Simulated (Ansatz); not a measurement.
What does Ansatz print for the nuclei with this input?

The cell is a COD entry, ions relaxed with PBE at fixed cell.

```yaml
crystal:
  lattice:
    - [5.732, 0.0, 0.0]
    - [0.0, 3.701, 0.0]
    - [0.0, 0.0, 6.088]
  atoms:
    - { symbol: Ge, position: [0.8167721145, 0.75, 0.5878914363] }
    - { symbol: Ge, position: [0.1832278855, 0.25, 0.4121085637] }
    - { symbol: Ge, position: [0.6832278855, 0.25, 0.0878914363] }
    - { symbol: Ge, position: [0.3167721145, 0.75, 0.9121085637] }
    - { symbol: Pt, position: [0.998067132, 0.75, 0.1902280655] }
    - { symbol: Pt, position: [0.001932868, 0.25, 0.8097719345] }
    - { symbol: Pt, position: [0.501932868, 0.25, 0.6902280655] }
    - { symbol: Pt, position: [0.498067132, 0.75, 0.3097719345] }
kpoints:
  mp_grid: { grid: [8, 13, 8] }
scf:
  occupations: { method: fermi_dirac, width: 0.05 }
hamiltonian:
  xc: r2scan
  pseudopotentials: { kind: paw }
output:
  forces: true
  stress: true
  populations: true
  efg: { quadrupole_moments_barn: { Ge: -0.196 }, contact_densities: true }
```

```sh
ansatz run input.yaml --threads 1 --pin off --max-ram 3072MiB --backend cpu --events-out ev --progress --plain --runs-dir out
```

Of the output, the block on the nuclei alone is shown; the set-up, the SCF iterations, energies, forces and stress are cut. One atom of each set with nearly equal values is shown.

```
--- PAW observables at the nuclei: V_zz in 10²¹ V/m², potentials from the cell's mean, atoms counted from 1 ---
  atom   1  Ge V_zz =    +6.944676   η = 0.9959   by run symmetry: allowed   C_q = -32.9126 MHz
            electrostatic potential = -4333.012791 V   contact ρ = 210066.169730 e/Å³
  atom   5  Pt V_zz =    +5.135586   η = 0.2813   by run symmetry: allowed
            electrostatic potential = -16121.463057 V   contact ρ = 12079161.065127 e/Å³
```

Hardware: 1 thread of Intel Xeon 6975P-C (Granite Rapids) (x86_64; 16 cores open to the job, memory cap 3.0 GiB, no GPU), a shared host with a load of 0.6 a core. Wall time 2 min, CPU time 2 min, peak memory 1.6 GiB.

The run finds no gap above 0.1 eV (a metal, or nearly one), so the gradients can move by 10 % or more with the k-mesh. Spin–orbit coupling is left out, which shifts gradients on Pt by a few per cent in wide-gap crystals, and can shift them far more where the calculated gap is small or absent, as here. With these PAW files V_zz is typically within 2 to 3 % of all-electron values, but misses above 10 % occur on Pt.
